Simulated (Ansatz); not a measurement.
SiO₂:
```
CELL_PARAMETERS angstrom
     -2.62367     4.75377     4.45166
      2.62367    -4.75377     4.45166
      2.62367     4.75377    -4.45166
ATOMIC_POSITIONS crystal
  Si 0.92771 0.84421 0.08350
  Si 0.07229 0.15579 0.91650
  Si 0.26072 0.84421 0.41650
  Si 0.73928 0.15579 0.58350
  O  0.12807 0.87807 0.25000
  O  0.87193 0.12193 0.75000
  O  0.79062 0.50000 0.79062
  O  0.20938 0.50000 0.20938
  O  0.20938 0.00000 0.70938
  O  0.79062 0.00000 0.29062
  O  0.00000 0.00000 0.00000
  O  0.50000 0.00000 0.50000
```

Cartesian axes are those of the cell as given.

Give the high-frequency dielectric tensor and the Born effective charge tensors of the independent atoms from DFPT, plane-wave PAW r²SCAN (Ansatz code).


ε∞:
```
1.92  0.00  0.00
0.00  1.87  0.00
0.00  0.00  1.89
```
Z* of atom 1 (Si), rows: field, columns: displacement, in e:
```
 3.43   0.00   0.00
 0.00   3.22  -0.56
 0.00  -0.38   3.34
```
Z* of atom 5 (O), rows: field, columns: displacement, in e:
```
-1.09   0.00   0.00
 0.00  -2.77   0.00
 0.00   0.00  -1.01
```
Z* of atom 7 (O), rows: field, columns: displacement, in e:
```
-2.38   0.00  -0.88
 0.00  -1.06   0.00
-0.84   0.00  -1.51
```
Z* of atom 11 (O), rows: field, columns: displacement, in e:
```
-1.00   0.00   0.00
 0.00  -1.56   1.22
 0.00   1.07  -2.65
```

Static charges for comparison (Bader): Si1 +3.38, O5 -1.69, O7 -1.69, O11 -1.69 e. Born charges measure polarisation by displacement and can exceed these by far.

Space group Imma. The workflow started from a Materials Project entry (that database holds measured and hypothetical structures alike); the Crystallography Open Database copy checked does not list it. It is not the phase usual at ambient conditions (space group No. 92, 152, 154). The r²SCAN relaxation kept the symmetry of its start. At this level the phase is dynamically unstable (imaginary phonons).

Potentials: the earlier of the program's two PAW sets. The files were generated under PBE; for other functionals the program regenerates the frozen cores, and for LDA and PBEsol the local potential too.
